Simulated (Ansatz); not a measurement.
Relaxed Sr (fcc, Cu type):

```xyz
2
Lattice="0.0000 6.0289 6.0289 3.0145 0.0000 3.0145 3.0145 3.0145 0.0000" Properties=species:S:1:pos:R:3 pbc="T T T"
Sr     0.0000     0.0000     0.0000
Sr     3.0145     6.0289     3.0145
```

The atoms are displaced by Q × the pattern below (from a DFPT mode at L = (0.5, 0.0, 0.0), largest move 1; Q in Å), at fixed cell. It is one choice among 2 degenerate patterns. (q is in reciprocal vectors of the primitive cell; the cell shown is doubled to hold the pattern.)

```json
[
 {"atom": "Sr1", "x": "-0.285", "y": "0.520", "z": "-0.805"},
 {"atom": "Sr2", "x": "0.285", "y": "-0.520", "z": "0.805"}
]
```

Computed with PBE (plane waves to 420 eV, PAW, scalar-relativistic; Ansatz, a program for electronic structure). k mesh 13×13×13 (Γ-centred), Fermi-Dirac smearing 0.05 eV. With partly filled bands, energies and forces of such displacements shift with the k mesh and the smearing. Sr was relaxed with its symmetry unable to fall.

At one point of the scan the forces (eV/Å) are:

```json
[
 {"atom": "Sr1", "Fx": "0.030", "Fy": "-0.054", "Fz": "0.080"},
 {"atom": "Sr2", "Fx": "-0.030", "Fy": "0.054", "Fz": "-0.080"}
]
```

Q: Which point is it?
(A) Q = 0.047 Å
(B) Q = 0.140 Å
(C) Q = 0.280 Å

A: B, Q = 0.140 Å

(For displaced atoms, the force is minus the slope of the energy, and its curvature is a force constant, which sets phonon frequencies.)
